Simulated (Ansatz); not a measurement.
Values for one crystal, relaxed and computed with plane-wave PAW r²SCAN (Ansatz code); other levels are named.

Volume per atom: 22.14 Å³
Electronic character: metallic (no gap)
Pressure derivative B′: 3.3
Mechanical stability: unstable (C has a negative eigenvalue)
Elastic constants (relaxed ions, GPa): C11 = 62.4, C12 = 121, C44 = 56.3
Bulk modulus (Birch–Murnaghan fit): 100 GPa
Density of states at the Fermi level: 1.7 states/eV per atom (mean over ±0.08 eV)

### Question
Which compound is it?
(A) Nb, bcc (W type)
(B) Hf, bcc (W type)
(C) Cr, bcc (W type)
(D) In, diamond

### Answer
B, Hf, bcc (W type)

Space group Im-3m (bcc (W type)). This is a known high-temperature phase of the composition, computed here at zero pressure and temperature. The r²SCAN relaxation kept the symmetry of its start. No spin polarisation was allowed. As this level gives no gap, shear constants depend on the k-mesh and smearing (Fermi–Dirac, 0.1 eV here). On the denser mesh and wider smearing of the elastic run this cell carries a stress of 0.4 GPa. Spin–orbit coupling is left out wherever it is not named.

Potentials: the earlier of the program's two PAW sets. The files were generated under PBE; for other functionals the program regenerates the frozen cores, and for LDA and PBEsol the local potential too.
